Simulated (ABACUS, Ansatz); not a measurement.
This is a calculation of HfIn4SiO6 for Ansatz 0.2.0. The cell comes from a database or a generator and needn't be the stable form of this composition.

Contents of input.yaml:

```yaml
crystal:
  lattice:
    - [5.27743, 0.0, 0.0]
    - [-2.63872, 4.57039, 0.0]
    - [0.0, 0.0, 10.55905]
  atoms:
    - { symbol: Hf, position: [0.66667, 0.33333, 0.0] }
    - { symbol: In, position: [0.0, 0.0, 0.30446] }
    - { symbol: In, position: [0.0, 0.0, 0.69554] }
    - { symbol: In, position: [0.33333, 0.66667, 0.78919] }
    - { symbol: In, position: [0.33333, 0.66667, 0.21081] }
    - { symbol: Si, position: [0.0, 0.0, 0.0] }
    - { symbol: O, position: [0.973, 0.70496, 0.89972] }
    - { symbol: O, position: [0.29504, 0.027, 0.10028] }
    - { symbol: O, position: [0.29504, 0.26804, 0.89972] }
    - { symbol: O, position: [0.73196, 0.70496, 0.10028] }
    - { symbol: O, position: [0.73196, 0.027, 0.89972] }
    - { symbol: O, position: [0.973, 0.26804, 0.10028] }
kpoints:
  mp_grid: { grid: [4, 4, 2] }
scf:
  occupations: { method: fermi_dirac, width: 0.05 }
hamiltonian:
  xc: pbe
  pseudopotentials: { kind: all_electron, lapw: { basis_error: 0.002 } }
output:
  forces: true
  stress: true
  eigenvalues: true
```

Potentials or basis: all-electron LAPW, scalar-relativistic.

Command:

```sh
$ ansatz run input.yaml --threads 8 --pin off --max-ram 30720MiB --backend cpu --events-out ev --progress --plain --runs-dir out
```

Translate it to ABACUS 3.10.1. Potentials or basis there: SG15 ONCV 1.2 PBE, plane waves, cutoff 1143 eV.

As run (cutoffs and basis follow the program's own potentials, and thresholds, step limits or extra output files can differ):

Contents of INPUT:

```
INPUT_PARAMETERS
suffix              HfIn4SiO6
calculation         scf
basis_type          pw
pseudo_dir          ./
symmetry            1
dft_functional      pbe
ecutwfc             84
pseudo_rcut         7
nspin               1
nbands              77
ks_solver           dav
smearing_method     fd
smearing_sigma      0.00367493
scf_thr             1e-08
scf_nmax            100
mixing_type         broyden
mixing_beta         0.7
cal_force           1
cal_stress          1
out_chg             1
kpar                4
```

Contents of STRU:

```
ATOMIC_SPECIES
Hf 178.4900 Hf_ONCV_PBE-1.2.upf
In 114.8180 In_ONCV_PBE-1.2.upf
Si 28.0850 Si_ONCV_PBE-1.2.upf
O 15.9990 O_ONCV_PBE-1.2.upf

LATTICE_CONSTANT
9.9728973419

LATTICE_VECTORS
1.0000000000 0.0000000000 0.0000000000
-0.5000009474 0.8660256981 0.0000000000
0.0000000000 0.0000000000 2.0007939471

ATOMIC_POSITIONS
Cartesian

Hf
0.0
1
0.5000046842 0.2886723460 0.0000000000 1 1 1

In
0.0
4
0.0000000000 0.0000000000 0.6091617251 1 1 1
0.0000000000 0.0000000000 1.3916322219 1 1 1
-0.0000056316 0.5773533522 1.5790065751 1 1 1
-0.0000056316 0.5773533522 0.4217873720 1 1 1

Si
0.0
1
0.0000000000 0.0000000000 0.0000000000 1 1 1

O
0.0
6
0.6205193321 0.6105134761 1.8001543300 1 1 1
0.2815399744 0.0233826938 0.2006396170 1 1 1
0.1610197461 0.2321295281 1.8001543300 1 1 1
0.3794793321 0.6105134761 0.2006396170 1 1 1
0.7184599744 0.0233826938 1.8001543300 1 1 1
0.8389797461 0.2321295281 0.2006396170 1 1 1
```

The input KPT:

```
K_POINTS
0
Gamma
4 4 2 0 0 0
```

Potentials or basis: SG15 ONCV 1.2 PBE, plane waves.

The run is started by

```bash
$ OMP_NUM_THREADS=1 mpirun -np 4 abacus > log
```

Both were run:

|  | Ansatz | ABACUS |
| --- | --- | --- |
| Pressure | 0.0 GPa | 0.1 GPa |

Where Ansatz's input types no cutoff or centring, it takes its own default and a Γ-centred mesh.

Pressure is positive in compression.
